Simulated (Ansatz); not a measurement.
BaMgF4:
```
CELL_PARAMETERS angstrom
      2.06289    -7.24441     0.00000
      2.06289     7.24441     0.00000
      0.00000     0.00000     5.82171
ATOMIC_POSITIONS crystal
  Ba 0.64810 0.35190 0.15237
  Ba 0.35190 0.64810 0.65237
  Mg 0.91417 0.08583 0.18920
  Mg 0.08583 0.91417 0.68920
  F  0.42098 0.57902 0.19807
  F  0.57902 0.42098 0.69807
  F  0.80380 0.19620 0.38616
  F  0.19620 0.80380 0.88616
  F  0.02486 0.97514 0.99933
  F  0.97514 0.02486 0.49933
  F  0.16688 0.83312 0.42434
  F  0.83312 0.16688 0.92434
```

Relaxed with r²SCAN. Special points in fractions of this cell's reciprocal vectors: Γ (0.000, 0.000, 0.000); Y (-0.500, 0.500, 0.000); C0 (-0.270, 0.730, 0.000); Σ0 (0.270, 0.270, 0.000); Z (0.000, 0.000, 0.500); A0 (0.270, 0.270, 0.500); E0 (-0.270, 0.730, 0.500); T (-0.500, 0.500, 0.500); S (0.000, 0.500, 0.000); R (0.000, 0.500, 0.500).

Task: List the band energies nearest the valence-band maximum at these points for plane-wave PAW r²SCAN (Ansatz code).

Result: In eV from the valence-band maximum; about four levels below and three above (degenerate sets whole), none deeper than 8.9 eV; points with the same levels are listed once.

```json
[
 {"k": "Γ", "below": "-0.25 -0.07 -0.04 -0.04", "above": "7.99 9.17 9.81"},
 {"k": "Y", "below": "-0.26 -0.18 -0.14 -0.14", "above": "8.96 9.27 9.49"},
 {"k": "C0", "below": "-0.25 -0.15 -0.15 -0.02", "above": "9.24 9.63 9.75"},
 {"k": "Z", "below": "-0.26 -0.26 -0.11 -0.11", "above": "9.26 9.26 9.82 9.82"},
 {"k": "A0", "below": "-0.11 -0.11 -0.02 -0.02", "above": "9.62 9.62 9.83 9.83"},
 {"k": "T", "below": "-0.27 -0.27 -0.26 -0.26", "above": "9.29 9.29 10.10 10.10"},
 {"k": "S", "below": "-0.25 -0.23 -0.10 -0.01", "above": "9.28 9.42 10.09"},
 {"k": "R", "below": "-0.13 -0.13 -0.01 -0.01", "above": "9.60 9.60 9.84 9.84"}
]
```

Space group Cmc2_1. The first step of the workflow began from a Materials Project structure, measured or hypothetical; the Crystallography Open Database files this formula in space group No. 36, but the cells were not matched. Its standing as an ambient phase is unchecked. The cell was relaxed with r²SCAN under the symmetry of its start; its stability against distortions is not shown here. Spin–orbit coupling is left out wherever it is not named.

Potentials: the earlier of the program's two PAW sets. The files were generated under PBE; for other functionals the program regenerates the frozen cores, and for LDA and PBEsol the local potential too.
